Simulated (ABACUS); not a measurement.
**Parameter sweep on Ag (Fm-3m, 1 atom in the cell; from Materials Project mp-124, lattice scaled a little)**

```
Ag
1.0
    0.00000     2.02981     2.02981
    2.02981     0.00000     2.02981
    2.02981     2.02981     0.00000
Ag
1
Direct
  0.00000   0.00000   0.00000
```

Base run A: PBE, PseudoDojo 0.5 standard norm-conserving PBE (tails mended) pseudopotentials (ABACUS 3.10.1), self-consistent single point.

Its settings: KPT = Gamma 11 11 11 0 0 0; basis_type = pw; ecutwfc = 82 Ry; smearing_method = gaussian; smearing_sigma = 0.00734986 Ry; potentials = PseudoDojo 0.5 standard norm-conserving PBE (tails mended); symmetry = 1; symmetry_prec = 1e-05; ks_solver = dav; scf_nmax = 100; scf_thr = 1.0e-09 Ry; mixing_type = broyden.

The structure comes from a collection of computed structures, made at another level of theory; the collection holds predicted forms beside known ones. Its lattice was then scaled. No clean gap shows at this smearing width and mesh (spacing up to 0.24 Å⁻¹); the mesh is coarse for partly filled bands, so the values carry mesh errors.

ΔF is the free energy per atom less that of run A. 

```tsv
run	change	ΔF (meV/atom)	pressure (GPa)
A	base	0.00	6.51
B	volume scaled by 0.94	70.0	16.03
C	volume scaled by 0.96	39.9	12.44
D	volume scaled by 0.98	16.8	9.26
E	volume scaled by 0.99	7.7	7.85
F	volume scaled by 1.01	-6.3	5.25
G	volume scaled by 1.02	-11.4	4.08
H	volume scaled by 1.04	-18.1	1.97
I	volume scaled by 1.06	-20.6	0.10
```

Run F against A: The free energy drops by 6.3 meV/atom and the pressure goes from 6.51 to 5.25 GPa.

Run E against A: The free energy goes up by 7.7 meV/atom and the pressure goes from 6.51 to 7.85 GPa.

Small differences between rows can be mesh errors.

“Tails mended”: in these copies of the files the far tail of each local potential was reset to the Coulomb form.
